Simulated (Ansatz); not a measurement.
Level of theory: DFT PBE, scalar-relativistic, plane waves, PAW (Ansatz 0.2.0). All cells share a 420 eV cutoff and Γ-centred k meshes spaced at most about 0.3 Å⁻¹ (about 0.25 or finer for metals, 2π included). No spin polarisation in the final relaxations.

These are static total energies at zero pressure.

Two forms of Al2O were relaxed alike.

A.

```cif
data_structure
_symmetry_space_group_name_H-M 'I4/mmm'
_symmetry_Int_Tables_number 139
_cell_length_a 2.8040
_cell_length_b 2.8040
_cell_length_c 9.2686
_cell_angle_alpha 90.000
_cell_angle_beta 90.000
_cell_angle_gamma 90.000
_cell_volume 72.87
loop_
_atom_site_label
_atom_site_type_symbol
_atom_site_symmetry_multiplicity
_atom_site_Wyckoff_symbol
_atom_site_fract_x
_atom_site_fract_y
_atom_site_fract_z
_atom_site_occupancy
Al1 Al 4 e 0.00000 0.00000 0.35128 1
O1 O 2 a 0.00000 0.00000 0.00000 1
```

B.

```cif
data_structure
_symmetry_space_group_name_H-M 'Fmmm'
_symmetry_Int_Tables_number 69
_cell_length_a 5.0051
_cell_length_b 5.9282
_cell_length_c 6.2543
_cell_angle_alpha 90.000
_cell_angle_beta 90.000
_cell_angle_gamma 90.000
_cell_volume 185.57
loop_
_atom_site_label
_atom_site_type_symbol
_atom_site_symmetry_multiplicity
_atom_site_Wyckoff_symbol
_atom_site_fract_x
_atom_site_fract_y
_atom_site_fract_z
_atom_site_occupancy
Al1 Al 8 d 0.75000 0.00000 0.25000 1
O1 O 4 a 0.00000 0.00000 0.00000 1
```

Question: Which form is favoured at zero pressure, and by what margin per atom?

Answer: B is lower, by 95 meV/atom. A has space group I4/mmm (No. 139), 12.1 Å³/atom and no gap on its mesh; B has space group Fmmm (No. 69), 15.5 Å³/atom and no gap. Counting O atoms around Al (those within 1.25 times the shortest such distance or 1.15 times the sum of covalent radii; the shortest distance is added where it is long for a bond), A has Al 4 from 2.4 Å and B has Al 2. The lower one is the more open, so pressure narrows the difference. Both come from invented guesses. A third cell relaxed alike, in P4/mmm, lies 0.40 eV/atom below the lower of the two. The part of the Crystallography Open Database at hand lists Al2O in space group No. 225, which no cell shown has.

Cells relaxed within their symmetry can be saddle points.
